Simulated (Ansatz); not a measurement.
A 2-atom cell of NaCl started from a crystallographic database, relaxed with r2SCAN, was run in Ansatz under altered settings. All numbers are computed, without spin polarisation but where a row says otherwise.

```
CELL_PARAMETERS angstrom
0.00000 2.80273 2.80273
2.80273 0.00000 2.80273
2.80273 2.80273 0.00000
ATOMIC_POSITIONS crystal
Na 0.00000 0.00000 0.00000
Cl 0.50000 0.50000 0.50000
```

The base run's other keys:
```yaml
kpoints:
  mp_grid: { grid: [6, 6, 6] }
hamiltonian:
  xc: r2scan
scf:
  occupations: { method: fixed }
  n_extra_bands: 4
```

It takes 6 iterations with 1139 plane waves at 500 eV and 16 k points, and leaves a mean stress of +0.04 GPa. The gap over this mesh is 5.975 eV. It ran on 4 threads of Arm Neoverse N1 (shared host).

Outcomes, with energy and stress as changes against the base:

| setting | outcome | ΔF (meV/atom) | Δ mean stress (GPa) | gap on the mesh (eV) | iterations | wall time |
| --- | --- | --- | --- | --- | --- | --- |
| kpoints.mp_grid.grid: [4, 4, 4] | converged | +0.8 | +0.02 | 5.974 | 6 | 1 s |
| kpoints.mp_grid.shift: [0.5, 0.5, 0.5] | converged, warned | 0.0 | 0.00 | 6.231 | 6 | 1.5 s |
| basis.ecutwfc: 600 | converged | -0.3 | 0.00 | 5.975 | 6 | 1.5 s |
| basis.xc_grid: 3 | converged | 0.0 | 0.00 | 5.975 | 6 | 1.1 s |
| scf.occupations: gaussian 0.05 | converged | 0.0 | 0.00 | 5.975 | 6 | 1.2 s |
| scf.occupations: fermi_dirac 0.2 | converged | 0.0 | 0.00 | 5.975 | 6 | 1.2 s |
| basis.ecutwfc: 750 | converged | -0.6 | 0.00 | 5.976 | 6 | 1.8 s |
| scf.occupations: cold 0.001 | converged | 0.0 | 0.00 | 5.975 | 6 | 1.2 s |
| scf.occupations: methfessel_paxton 0.001 | converged | 0.0 | 0.00 | 5.975 | 6 | 1.3 s |
| kpoints.mp_grid.grid: [2, 2, 2] | converged | +126 | +2.03 | 5.889 | 6 | 0.93 s |
| scf.mixing.ndim: 2 | converged | 0.0 | 0.00 | 5.975 | 6 | 1.2 s |
| accuracy: high | converged | 0.0 | 0.00 | 5.975 | 8 | 1.8 s |
| hamiltonian.xc: lda (cutoff then 420 eV) | converged | – | -2.08 | 4.762 | 7 | 0.57 s |
| scf.mixing.beta: 5.0 | refused | – | – | – | – | 0.03 s |

A dash marks a value that wasn't obtained or can't be compared. Stress is positive in compression. Its mean hides that meshes of lower symmetry stress the axes unequally. The base took 1.2 s.

- kpoints.mp_grid.shift: [0.5, 0.5, 0.5]. The free energy moves by 0.0 meV an atom, the mean stress by 0.00 GPa and the gap on the mesh by +0.256 eV (to 6.231). The mesh breaks the crystal's symmetry, so the stress, and any force that symmetry no longer fixes, lose it too. The gap changes mostly because other points are sampled; a mesh that misses a band edge overestimates it. Warned: symmetry narrowed by mesh.
- kpoints.mp_grid.grid: [2, 2, 2]. The free energy moves by +126 meV an atom, the mean stress by +2.03 GPa and the gap on the mesh by -0.086 eV (to 5.889). The mesh is too coarse.
- hamiltonian.xc: lda. The cutoff follows the functional, from 500 to 420 eV. The mean stress moves by -2.08 GPa and the gap on the mesh by -1.214 eV (to 4.762). It's another functional on the same cell, so totals aren't comparable.
- scf.mixing.beta: 5.0. The program doesn't start. Error: invalid value for `scf.mixing.beta`: must be finite and in (0, 1]; got 5

Within 1 meV an atom, 0.1 GPa and 0.005 eV of the base stay: kpoints.mp_grid.grid: [4, 4, 4]; basis.ecutwfc: 600; basis.xc_grid: 3; scf.occupations: gaussian 0.05; scf.occupations: fermi_dirac 0.2; basis.ecutwfc: 750; scf.occupations: cold 0.001; scf.occupations: methfessel_paxton 0.001; scf.mixing.ndim: 2; accuracy: high.
